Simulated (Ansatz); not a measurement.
Trial structure of Si₃B₄, not yet relaxed:

```
Si B
1.0
     0.00000    4.65509    4.65509
     4.65509    0.00000    4.65509
     4.65509    4.65509    0.00000
Si B
6 8
Direct
  0.50000 0.00000 0.50000
  0.50000 0.00000 0.00000
  0.00000 0.00000 0.50000
  0.00000 0.50000 0.00000
  0.00000 0.50000 0.50000
  0.50000 0.50000 0.00000
  0.85757 0.42729 0.85757
  0.14243 0.14243 0.14243
  0.85757 0.85757 0.85757
  0.57271 0.14243 0.14243
  0.85757 0.85757 0.42729
  0.42729 0.85757 0.85757
  0.14243 0.14243 0.57271
  0.14243 0.57271 0.14243
```

Level of theory: DFT PBE, scalar-relativistic, plane waves, PAW in Ansatz 0.2.0. Cutoff 420 eV; k points 4×4×4 on the computed 14-atom cell (Γ-centred); Gaussian smearing, width 0.10 eV; no spin polarisation.

The zero of energy is the elements' standard structures at the same level; no fitted shifts are applied.

Problem. What does a single point on this coarse mesh give?

Solution. The pressure is 9.6 GPa (it wants to expand), the largest force is 0.62 eV/Å, and the energy is +1.24 eV/atom against the elements. The shortest distance is 1.94 Å.

Problem. How much does it gain on relaxing, and where does it end?

Solution. Relaxing gains about 0.49 eV/atom (the start's value is from the coarse mesh, so the gain is rough) in 13 ionic steps and ends at +0.75 eV/atom on the finer mesh. The symmetry stays Fm-3m (No. 225). The volume per atom shrinks by 16.1 %, from 14.4 to 12.1 Å³. The shortest distance goes from 1.94 Å (Si–B) to 1.87 Å (B–B). Conventional cell: a = 8.782 Å. Si has 4 B at 2.01 Å; B is surrounded by 3 B at 1.87 Å and 3 Si at 2.01 Å.

The last run used an 8×8×8 mesh for its 14-atom cell and Gaussian smearing of 0.10 eV. The relaxation can't lower the symmetry of the start. Symmetry constrained the relaxation, so the result can be a saddle point.
